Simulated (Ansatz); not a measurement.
MgF2 (rutile)

```yaml
crystal:
  lattice:
    - [4.63887, 0.00000, 0.00000]
    - [0.00000, 4.63887, 0.00000]
    - [0.00000, 0.00000, 3.06237]
  atoms:
    - { symbol: Mg, position: [0.00000, 0.00000, 0.00000] }
    - { symbol: Mg, position: [0.50000, 0.50000, 0.50000] }
    - { symbol: F, position: [0.30340, 0.30340, 0.00000] }
    - { symbol: F, position: [0.80340, 0.19660, 0.50000] }
    - { symbol: F, position: [0.19660, 0.80340, 0.50000] }
    - { symbol: F, position: [0.69660, 0.69660, 0.00000] }
```

This relaxed cell (volume V₀) is scaled evenly in all directions, its shape held. The atoms relax within the cell's symmetry.

Calculation: PBEsol (plane waves to 420 eV, PAW, scalar-relativistic; Ansatz, a first-principles code). k mesh 7×7×11 (Γ-centred), Fermi-Dirac smearing 0.05 eV. The energy includes the smearing's −TS. Stress and pressure are positive under compression. With the shape held, the modulus is that of even scaling; a crystal free to change shape is softer. MgF2 was relaxed with its symmetry unable to fall. The zero of ΔE is the relaxed starting cell.

```json
[
 {"V (Å³/atom)": "10.324", "ΔE (meV/atom)": "13.6"},
 {"V (Å³/atom)": "10.434", "ΔE (meV/atom)": "withheld"},
 {"V (Å³/atom)": "10.544", "ΔE (meV/atom)": "5.8"},
 {"V (Å³/atom)": "10.654", "ΔE (meV/atom)": "3.2"},
 {"V (Å³/atom)": "10.764", "ΔE (meV/atom)": "1.4"},
 {"V (Å³/atom)": "10.873", "ΔE (meV/atom)": "0.4"},
 {"V (Å³/atom)": "10.983", "ΔE (meV/atom)": "0.0"},
 {"V (Å³/atom)": "11.093", "ΔE (meV/atom)": "0.3"},
 {"V (Å³/atom)": "11.203", "ΔE (meV/atom)": "1.3"},
 {"V (Å³/atom)": "11.313", "ΔE (meV/atom)": "2.9"},
 {"V (Å³/atom)": "11.423", "ΔE (meV/atom)": "5.0"},
 {"V (Å³/atom)": "11.532", "ΔE (meV/atom)": "7.7"},
 {"V (Å³/atom)": "11.642", "ΔE (meV/atom)": "10.9"}
]
```

Problem. Fit a third-order Birch-Murnaghan form (E₀, V₀, B₀, B₀′ free) to the given rows and predict ΔE at V = 10.434.

Solution. Least squares on the 12 given rows: ΔE = E₀ + (9V₀B₀/16)·y²·[2 + (B₀′ − 4)y], y = (V₀/V)^(2/3) − 1, with V₀ = 10.984 Å³/atom, B₀ = 98.28 GPa (160.2 GPa = 1 eV/Å³; the term in eV is multiplied by 1000), B₀′ = 4.42, E₀ = 0.00 meV/atom; root-mean-square residual 0.02 meV/atom. At 10.434 the fit gives 9.3 meV/atom; the calculation gives 9.3 meV/atom, the same to the digits shown. For the pressure the fit gives 5.66 GPa against the computed 5.65 GPa.

(A scan under strain: stresses follow from slopes of the energy per volume, elastic moduli from its curvatures.)
